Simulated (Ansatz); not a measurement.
## Barrier of one jump, O in Si

Method: Ansatz, DFT LDA, scalar-relativistic, plane waves, PAW. (420 eV cutoff, 3×3×3 k-mesh, Gaussian smearing of 0.02 eV, no spin polarisation)

In a supercell of 16 host sites, interstitial O hops to an equivalent place, moving 0.93 Å between the relaxed ends. Climbing-image nudged elastic band at fixed cell with images 0 (start) to 4 (end), the path measured over all atoms, converged to 0.05 eV/Å; the order of the saddle wasn't checked, and the small cell leaves errors of about a tenth of an eV.

Start:

```yaml
crystal:
  lattice:
    - [0.00000, 5.40194, -5.40194]
    - [5.40194, 5.40194, 0.00000]
    - [5.40194, 0.00000, -5.40194]
  atoms:
    - { symbol: Si, position: [0.16383, 0.12928, 0.13369] }
    - { symbol: Si, position: [0.12026, 0.62689, 0.12734] }
    - { symbol: Si, position: [0.63296, 0.08147, 0.11317] }
    - { symbol: Si, position: [0.62011, 0.59910, 0.10829] }
    - { symbol: Si, position: [0.12521, 0.12245, 0.64034] }
    - { symbol: Si, position: [0.12703, 0.62605, 0.62229] }
    - { symbol: Si, position: [0.62479, 0.12558, 0.62778] }
    - { symbol: Si, position: [0.62313, 0.62379, 0.61419] }
    - { symbol: Si, position: [0.24811, 0.75489, 0.24751] }
    - { symbol: Si, position: [0.27592, 0.25491, 0.26670] }
    - { symbol: Si, position: [0.74584, 0.71110, 0.24131] }
    - { symbol: Si, position: [0.79344, 0.24216, 0.26232] }
    - { symbol: Si, position: [0.24898, 0.74811, 0.75257] }
    - { symbol: Si, position: [0.25115, 0.25193, 0.76084] }
    - { symbol: Si, position: [0.75266, 0.74984, 0.73461] }
    - { symbol: Si, position: [0.74945, 0.25016, 0.74766] }
    - { symbol: O, position: [0.80965, 0.06560, 0.18754] }
```

Atom 17 jumps to (2.024, -1.335, 0.017) Å.

**Question.** Give the energy along the band and the structure at its top.

**Answer.**
```tsv
image	path (Å)	E − E(0) (eV)	O x (Å)	O y (Å)	O z (Å)	force on O (eV/Å)
0	0.00	0.000	1.367	-0.674	0.015	0.01
1	0.30	0.004	1.501	-0.860	-0.059	0.02
2	0.59	0.007	1.663	-1.039	-0.085	0.02
3	0.89	0.004	1.841	-1.201	-0.058	0.02
4	1.18	0.000	2.024	-1.335	0.017	0.01
```

Barrier 0.01 eV. Image 2:
```yaml
crystal:
  lattice:
    - [0.00000, 5.40194, -5.40194]
    - [5.40194, 5.40194, 0.00000]
    - [5.40194, 0.00000, -5.40194]
  atoms:
    - { symbol: Si, position: [0.14732, 0.13062, 0.12841] }
    - { symbol: Si, position: [0.11504, 0.62650, 0.12453] }
    - { symbol: Si, position: [0.62534, 0.07846, 0.12535] }
    - { symbol: Si, position: [0.61137, 0.59696, 0.11139] }
    - { symbol: Si, position: [0.13319, 0.12265, 0.63321] }
    - { symbol: Si, position: [0.12251, 0.62905, 0.62251] }
    - { symbol: Si, position: [0.62839, 0.13062, 0.64729] }
    - { symbol: Si, position: [0.62450, 0.62650, 0.61505] }
    - { symbol: Si, position: [0.23895, 0.75533, 0.24788] }
    - { symbol: Si, position: [0.26387, 0.25387, 0.25804] }
    - { symbol: Si, position: [0.74175, 0.70760, 0.24175] }
    - { symbol: Si, position: [0.77888, 0.24223, 0.27885] }
    - { symbol: Si, position: [0.24997, 0.74837, 0.75000] }
    - { symbol: Si, position: [0.25486, 0.25509, 0.75489] }
    - { symbol: Si, position: [0.74788, 0.75532, 0.73896] }
    - { symbol: Si, position: [0.75801, 0.25386, 0.76386] }
    - { symbol: O, position: [0.75784, 0.04988, 0.25795] }
```

Cost: 1 run of about 7.5 core-minutes, on Arm Neoverse V1 (shared hosts).